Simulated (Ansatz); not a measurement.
SrVHO2:
```cif
data_HO2SrV
_chemical_formula_sum 'Sr1 V1 O2 H1'
_space_group_name_H-M_alt 'P4/mmm'
_space_group_IT_number 123
_space_group_name_Hall '-P 4 2'
_cell_length_a 3.84470
_cell_length_b 3.84470
_cell_length_c 3.63248
_cell_angle_alpha 90.000
_cell_angle_beta 90.000
_cell_angle_gamma 90.000
loop_
_atom_site_label
_atom_site_type_symbol
_atom_site_symmetry_multiplicity
_atom_site_Wyckoff_symbol
_atom_site_fract_x
_atom_site_fract_y
_atom_site_fract_z
_atom_site_occupancy
Sr1 Sr 1 d 0.50000 0.50000 0.50000 1
V1 V 1 a 0.00000 0.00000 0.00000 1
O1 O 2 f 0.00000 0.50000 0.00000 1
H1 H 1 b 0.00000 0.00000 0.50000 1
```

Relaxed at zero pressure with the program Ansatz at the PBEsol level (PAW).

The volume is lowered by 6 % and shape and atoms relax at that volume. What pressure results, and how do the axes share the change?

10.4 GPa; a -1.5 %, b -1.5 %, c -3.2 %; the energy rises by 20 meV/atom.

Give the new structure.


Space group P4/mmm (No. 123); a = b = 3.788 Å, c = 3.517 Å, α = β = γ = 90.00°

```csv
atom,site,symmetry,x,y,z
Sr,1d,4/mmm,0.5000,0.5000,0.5000
V,1a,4/mmm,0.0000,0.0000,0.0000
O,2f,mmm.,0.0000,0.5000,0.0000
H,1b,4/mmm,0.0000,0.0000,0.5000
```

The phase is kept; no other phase was compared at this pressure.

The start of the workflow was typed in or built on a structure type; neither database checked (COD, Materials Project) lists it. Whether it is the stable phase at ambient conditions was not checked. The PBEsol relaxation kept the symmetry of its start; whether a distortion lowers the energy is not shown. The workflow began spin-polarised and lost its moments. No Hubbard U is applied.

Potentials: the later of the program's two PAW sets.
